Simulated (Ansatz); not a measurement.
Given:

TePd:
```
CELL_PARAMETERS angstrom
      3.44068     0.00000     0.00000
      0.00000     3.44068     0.00000
      0.00000     0.00000     3.44068
ATOMIC_POSITIONS crystal
  Pd 0.00000 0.00000 0.00000
  Te 0.50000 0.50000 0.50000
```

This is the r²SCAN-relaxed structure.

Task: All from r²SCAN (plane waves, PAW; program Ansatz), unless another level is named. Give the electronic character.

Result: metallic (no gap).

Task: Next, the density of states at the Fermi level?

Result: 0.38 states/eV per atom (mean over ±0.08 eV).

Task: And the formation energy from the elements (no fitted shifts)?

Result: -0.047 eV/atom.

Task: And the gap with spin–orbit coupling?

Result: none (metallic).

Space group Pm-3m (CsCl type). A made-up cell: these elements were put on the sites of a structure type; neither database checked (COD, Materials Project) lists it. COD files the formula under space group No. 194, so this cell is another polymorph or a model. Whether it is the stable phase at ambient conditions was not checked. The cell was relaxed with r²SCAN under the symmetry of its start; its stability against distortions is not shown here. No spin polarisation was allowed. The references are the lowest solids computed at this level, not always the standard phases. Scalar-relativistic: spin–orbit coupling is off unless named, which matters more the heavier the elements.

Potentials: the earlier of the program's two PAW sets.
